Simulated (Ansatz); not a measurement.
Relax this structure to zero stress and force, keeping its symmetry:

```
CELL_PARAMETERS angstrom
2.02708 -5.12853 0.00000
2.02708 5.12853 0.00000
0.00000 0.00000 3.88379
ATOMIC_POSITIONS crystal
Sc 0.86134 0.13866 0.75000
Sc 0.13866 0.86134 0.25000
Ga 0.58196 0.41804 0.75000
Ga 0.41804 0.58196 0.25000
```

The calculation used DFT LDA, scalar-relativistic, plane waves, PAW in Ansatz.

Plane waves to 420 eV, a k mesh through Γ of 12×12×12 on the computed 4-atom cell and Gaussian smearing (0.10 eV); no spin polarisation.

Q: What does it relax to?

A: The volume falls by 1.50 Å³/atom to 18.69 Å³/atom, and the energy falls by 30.0 meV/atom. Final structure:
```cif
data_structure
_symmetry_space_group_name_H-M 'Cmcm'
_symmetry_Int_Tables_number 63
_cell_length_a 3.9218
_cell_length_b 10.0287
_cell_length_c 3.8010
_cell_angle_alpha 90.000
_cell_angle_beta 90.000
_cell_angle_gamma 90.000
_cell_volume 149.49
loop_
_atom_site_label
_atom_site_type_symbol
_atom_site_symmetry_multiplicity
_atom_site_Wyckoff_symbol
_atom_site_fract_x
_atom_site_fract_y
_atom_site_fract_z
_atom_site_occupancy
Sc1 Sc 4 c 0.00000 0.13986 0.25000 1
Ga1 Ga 4 c 0.00000 0.41888 0.25000 1
```

Cost: 1 run of about 5.3 core-minutes, on Arm Neoverse V1 (shared hosts).